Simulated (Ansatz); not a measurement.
Mo (diamond, Fd-3m), a = b = c = 5.610 Å, α = β = γ = 90.00°; the cell used has 2 atoms.

Relaxed with PBEsol.

Which orbitals make up the states near the Fermi level in plane-wave PAW PBEsol (Ansatz code)?

Within 0.5 eV of the Fermi level: Mo 4d 84 %, Mo 5s 12 %. Projections are on Löwdin-orthogonalised atomic valence shells; empty p or d shells of many metals are not among them.

Tabulate the density of states.

States/eV per cell of 2 atoms, in 0.25 eV bins, energy from the Fermi level.

```tsv
E (eV)	total	Mo 4d	Mo 5s	Mo 4p
-5.05	0.00	0.00	0.00	0.00
-4.80	0.07	0.00	0.07	0.00
-4.55	0.13	0.00	0.12	0.00
-4.30	0.18	0.00	0.17	0.00
-4.05	0.24	0.01	0.21	0.00
-3.80	0.30	0.02	0.26	0.00
-3.55	0.94	0.60	0.31	0.01
-3.30	4.79	4.24	0.49	0.02
-3.05	4.41	3.79	0.56	0.03
-2.80	3.70	3.32	0.33	0.03
-2.55	1.17	1.10	0.06	0.01
-2.30	1.66	1.63	0.02	0.01
-2.05	2.33	2.28	0.04	0.01
-1.80	3.26	2.83	0.38	0.01
-1.55	5.57	4.80	0.69	0.03
-1.30	5.40	4.74	0.56	0.05
-1.05	3.97	3.42	0.48	0.03
-0.80	2.61	2.41	0.14	0.03
-0.55	3.49	3.13	0.27	0.05
-0.30	2.29	1.97	0.26	0.03
-0.05	2.26	1.99	0.19	0.03
0.20	3.44	2.87	0.42	0.06
0.45	2.76	2.13	0.47	0.04
0.70	1.69	1.32	0.24	0.02
0.95	1.14	1.03	0.05	0.01
1.20	2.03	1.86	0.05	0.02
1.45	2.32	2.12	0.08	0.03
1.70	1.92	1.72	0.10	0.02
1.95	1.36	1.23	0.06	0.01
2.20	2.71	2.16	0.37	0.02
2.45	1.48	1.05	0.27	0.01
2.70	0.76	0.46	0.17	0.01
2.95	1.29	0.95	0.17	0.01
3.20	1.55	1.20	0.16	0.01
3.45	1.84	1.48	0.16	0.01
3.70	2.22	1.82	0.19	0.01
3.95	1.71	1.39	0.15	0.01
4.20	1.83	1.59	0.12	0.01
4.45	2.49	2.24	0.14	0.01
4.70	4.94	4.34	0.41	0.01
```

The start of the workflow was typed in or built on a structure type; neither database checked (COD, Materials Project) lists it. It is not the phase usual at ambient conditions (space group No. 229). Symmetry was held in the PBEsol relaxation. At this level the phase is mechanically unstable. The run is not spin-polarised. Scalar-relativistic: spin–orbit coupling is off unless named, which matters more the heavier the elements.

Potentials: the later of the program's two PAW sets.
